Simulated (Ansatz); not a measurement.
A geometry of SiRu away from equilibrium: the start of the relaxation of a relaxed SiRu cell shaken by Gaussian noise of σ = 0.08 Å a coordinate. Level of theory: r2SCAN (plane waves to 500 eV, PAW, scalar-relativistic; Ansatz, an electronic-structure program). Γ-centred k-mesh 5×5×5 on the run's cell (coarser than for final values), Fermi–Dirac smearing 0.05 eV.

```xyz
8
Lattice="4.7047 0.0000 0.0000 0.0000 4.7047 0.0000 0.0000 0.0000 4.7047" Properties=species:S:1:pos:R:3 pbc="T T T"
Ru     0.6059     0.6082     0.6411
Ru     2.8950     1.7742     4.1086
Ru     4.1015     2.9792     1.7581
Ru     1.7386     4.2023     2.9654
Si     3.8337     3.9154     3.9064
Si     1.5234     3.2651     0.9673
Si     0.7680     1.6767     3.0847
Si     3.2008     0.6371     1.6905
```

Task: Give the Cartesian forces on all atoms (eV/Å).

Result: 
| atom | Fx | Fy | Fz |
|---|---|---|---|
| Ru1 | -0.74 | 0.93 | -1.24 |
| Ru2 | 0.52 | 0.22 | 1.12 |
| Ru3 | -1.44 | -0.22 | -0.07 |
| Ru4 | -1.12 | -0.90 | 2.19 |
| Si5 | 1.26 | 0.80 | 1.39 |
| Si6 | 1.53 | -2.44 | -3.00 |
| Si7 | -0.11 | -0.54 | 1.01 |
| Si8 | 0.11 | 2.13 | -1.39 |

Task: What is the pressure?

Result: +6.4 GPa, compression positive.

No spin polarisation in the result.

The first start was generated by placing the elements on the sites of a structure type. Materials Project lists a structure of SiRu in the same space group, P2₁3 (No. 198); the sites were not compared with it, nor with measured phases.
